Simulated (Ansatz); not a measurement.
Si₂W:
```xyz
6
Lattice="0.0000 3.9346 4.4597 2.2786 0.0000 4.4597 2.2786 3.9346 0.0000" Properties=species:S:1:pos:R:3 pbc="T T T"
Si     2.2786     5.2256     4.4597
Si     2.2786     2.6435     4.4597
Si     3.4179     4.6107     6.6895
Si     3.4179     7.1929     6.6895
W      0.0000     0.0000     0.0000
W      1.1393     1.9673     2.2298
```

Relaxed with PBEsol. Special points in fractions of this cell's reciprocal vectors: Γ (0.000, 0.000, 0.000); Y (0.500, 0.000, 0.500); T (1.000, 0.500, 0.500); Z (0.500, 0.500, 0.000); Σ0 (0.000, 0.399, 0.399); U0 (1.000, 0.601, 0.601); C0 (0.500, 0.231, 0.731); A0 (0.500, 0.769, 0.269); L (0.500, 0.500, 0.500).

Question: List the band energies nearest the Fermi level at these points for PBEsol with spin–orbit coupling (plane waves, PAW; program Ansatz).

Answer: In eV from the Fermi level; about four levels below and three above (degenerate sets whole), none deeper than 8.9 eV; points with the same levels are listed once.

```tsv
k	below	above
Γ	-2.50 -2.50 -1.99 -1.99	0.43 0.43 1.15 1.15
Y	-0.33 -0.33 -0.33 -0.33	2.31 2.31 2.31 2.31
T	-1.34 -1.34 -1.34 -1.34	1.39 1.39 1.39 1.39
Z	-1.70 -1.70 -1.70 -1.70	2.63 2.63 2.63 2.63
Σ0	-1.23 -1.23 -1.02 -1.02	0.37 0.37 1.89 1.89
C0	-0.36 -0.36 -0.15 -0.15	0.89 0.89 1.02 1.02
L	-1.80 -1.80 -0.62 -0.62	0.10 0.10 0.24 0.24
```

Space group Fddd. A made-up cell: these elements were put on the sites of a structure type; neither database checked (COD, Materials Project) lists it. It is not the phase usual at ambient conditions (space group No. 139). The PBEsol relaxation kept the symmetry of its start; its stability against distortions is not shown here. No spin polarisation was allowed.

Potentials: the earlier of the program's two PAW sets. The files were generated under PBE; for other functionals the program regenerates the frozen cores, and for LDA and PBEsol the local potential too.
